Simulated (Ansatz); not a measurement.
Ansatz input

```yaml
crystal:
  lattice:
    - [0.0, 2.1802972769, 2.1802972769]
    - [2.1802972769, 0.0, 2.1802972769]
    - [2.1802972769, 2.1802972769, 0.0]
  atoms:
    - { symbol: Hf, position: [0.0, 0.0, 0.0] }
hamiltonian:
  xc: lda
  pseudopotentials:
    kind: paw
    azcp:
      Hf: "pseudopotentials/Hf.paw.azcp"
basis:
  ecutwfc: 420
  fft_grid_basis: typed
kpoints:
  mp_grid: { grid: [14, 14, 14], shift: [0, 0, 0] }
magnetization:
  spin_polarized: false
scf:
  occupations: { method: fermi_dirac, width: 0.1 }
  lower_state_search: "off"
output:
  stress: true
  write_density: true
  write_potential: true
  elf: true
  volumetric_format: npy
```

Terminal output

```
Warning: the record states the generating functional pbe (its physics header spells it `PBE`), which answers neither for hamiltonian.xc's functional nor for the lda family's — results may be inconsistent (PPs are generated against a specific XC)
Engine: ansatz 0.2.0, aarch64-unknown-linux-gnu
Pseudopotentials: kind: paw
Pseudopotential: Hf, paw, valence charge 26, recommended cutoff 420 eV (normal) 
Functional definition: SPW92
  exchange = slater_x
  correlation = pw_c
Crystal: 1 atoms, lattice volume = 20.729 Å³
Basis set: ecut = 420 eV, 411 PW (Γ)
Bands: 17, of which v1, the nominal top of the filled ones, is band 13 counted from 1 (12 counted from 0)
Symmetry: 48 space group operations
Space group: Fm-3m (ITA 225), of the structure as read, at distance tolerance 2.7e-5 Å
k-points: 104 of 2744
Non-local potential: Hf, projectors of the file, l = 0: 3, l = 1: 2, l = 2: 2, l = 3: 3
PAW form: soft (Blöchl's): semilocal exchange-correlation on the pseudo side does not see the compensation charge
PAW frozen core: Hf, regenerated for the run's functional, and the local potential with it (the file was generated under x = pbe(κ = 0.804, μ = 0.2195149727645171), c = pbe(β = 0.06672455060314922))
PAW one-centre angular grid: Hf, 590 points (default); XC on 64 Gauss nodes
Initial density: superposition of atomic densities (neutral atoms: chi_scale 0, normalization atom), corrected by the library's trained network
Initial wavefunctions: pseudopotential atomic-orbital guess
Functional: x = slater, c = lda
SCF iter   1: F=—  HF=-15476.816530 eV  |F-HF|=—  |Δ(HF+E_count)|=         —  Δρ=4.43e-3  dr2=1.53e-3  ethr=1.77e-3  ⟨swp⟩=4.9  Hψ=7388  notcnv=0
SCF iter   2: F=—  HF=-15476.816219 eV  |F-HF|=—  |Δ(HF+E_count)|=   3.11e-4  Δρ=2.69e-3  dr2=6.20e-4  ethr=5.90e-6  ⟨swp⟩=2.0  Hψ=3446  notcnv=0
SCF iter   3: F=—  HF=-15476.816246 eV  |F-HF|=—  |Δ(HF+E_count)|=   2.63e-5  Δρ=8.61e-4  dr2=6.39e-5  ethr=2.39e-6  ⟨swp⟩=2.1  Hψ=2492  notcnv=0
SCF iter   4: F=—  HF=-15476.816236 eV  |F-HF|=—  |Δ(HF+E_count)|=   9.14e-6  Δρ=6.11e-5  dr2=2.22e-7  ethr=2.46e-7  ⟨swp⟩=2.1  Hψ=2915  notcnv=0
SCF iter   5: F=—  HF=-15476.816236 eV  |F-HF|=—  |Δ(HF+E_count)|=   1.69e-8  Δρ=1.28e-5  dr2=2.86e-8  ethr=8.54e-10  ⟨swp⟩=2.0  Hψ=2967  notcnv=0
SCF iter   6: F=-15476.816236 eV  HF=-15476.816236 eV  |F-HF|=6.98e-10  |Δ(HF+E_count)|=   7.26e-8  Δρ=1.81e-6  dr2=5.11e-10  ethr=1.10e-10  ⟨swp⟩=7.9  Hψ=11235  notcnv=0
SCF 1 converged in 6 iterations: F = -15476.816236 eV  dr2 = 5.11e-10
SCF converged after 6 iterations
Free energy (F): -15476.816236 eV
Harris-Foulkes:  -15476.816236 eV  (|F-HF|=6.98e-10)
Internal energy: -15476.770654 eV  (E = F + TS)
E sigma→0 (E₀):  -15476.793445 eV
Entropy (-TS):   -0.045582 eV (-45.582 meV/atom)
Fermi energy:    21.107471 eV
--- Per-component energies (eV) ---
  E_band       = 75.574694
  E_kinetic    = 427.922154
  E_local      = -4879.877562  (includes V_loc(G=0)·N_el)
  E_nonlocal   = -1232.550108
  E_hartree    = 2307.813916
  E_xc         = -298.605096
  E_vxc        = -267.886840  (∫ρ·V_xc dr)
  E_paw        = -6686.534703  (= ΣΔE_a)
  E_vpaw       = 1412.337366  (= ΣTr[D̂ρ^β])
  E_aug_tail   = -0.000001  (compensation charges beyond the density's cutoff)
  E_ewald      = -5117.396496
  E_core_change = 2.457243  (= ΣΔE_core)
  E_smearing   = -0.045582  (= −TS)
  E_closure    = 0.000000  (closes the sum)
  Σ components = -15476.816236   (vs F -15476.816236, Δ=0.00e0)
--- Stress (GPa, compression-positive) ---
        0.236940       0.000000      -0.000000
       -0.000000       0.236940      -0.000000
        0.000000      -0.000000       0.236940
  P = ⅓ Tr σ = 0.2369 GPa (2.369 kbar)
--- Band table (eV; the first three rows and the last of 104) ---
  k-point 0: bands = ["-40.4343", "-8.6236", "-8.6236", "-8.6236", "9.5578", "9.5895", "9.5895", "9.5895", "9.6796", "9.6796", "9.6796", "13.6789", "22.4528", "22.4528", "22.4528", "25.4819", "25.4819"]
  k-point 1: bands = ["-40.4299", "-8.6800", "-8.6306", "-8.6306", "9.5611", "9.5887", "9.5920", "9.5920", "9.6750", "9.6750", "9.6797", "13.8749", "22.2646", "22.5478", "22.5478", "25.3788", "25.3788"]
  k-point 2: bands = ["-40.4177", "-8.8354", "-8.6501", "-8.6501", "9.5687", "9.5880", "9.5989", "9.5989", "9.6628", "9.6628", "9.6802", "14.4309", "21.8176", "22.7651", "22.7651", "25.1958", "25.1958"]
  k-point 103: bands = ["-40.3162", "-9.3803", "-9.2451", "-9.0169", "9.5982", "9.6034", "9.6055", "9.6282", "9.6314", "9.6331", "9.6601", "18.9978", "20.1954", "21.2669", "23.9295", "28.5725", "30.9475"]
```
